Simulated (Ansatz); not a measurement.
Data:

Si$_{2}$W:
```xyz
6
Lattice="0.0000 3.9317 4.4785 2.2751 0.0000 4.4785 2.2751 3.9317 0.0000" Properties=species:S:1:pos:R:3 pbc="T T T"
Si     2.2751     5.2239     4.4785
Si     2.2751     2.6395     4.4785
Si     3.4126     4.6053     6.7177
Si     3.4126     7.1898     6.7177
W      0.0000     0.0000     0.0000
W      1.1375     1.9658     2.2392
```

This is the r²SCAN-relaxed structure.

Question: All from the program Ansatz at the r²SCAN level (PAW), unless another level is named. Estimate the electronic character.

Answer: metallic (no gap).

Question: What about the density of states at the Fermi level?

Answer: 0.22 states/eV per atom (mean over ±0.08 eV).

Question: What about the formation energy from the elements (no fitted shifts)?

Answer: -0.18 eV/atom.

Space group Fddd. The cell is a constructed one: a structure type filled with these elements; neither database checked (COD, Materials Project) lists it. It is not the phase usual at ambient conditions (space group No. 139). The cell was relaxed with r²SCAN under the symmetry of its start; its stability against distortions is not shown here. No spin polarisation was allowed. The references are the lowest solids computed at this level, not always the standard phases. Scalar-relativistic: spin–orbit coupling is off unless named, which matters more the heavier the elements.

Potentials: the later of the program's two PAW sets.
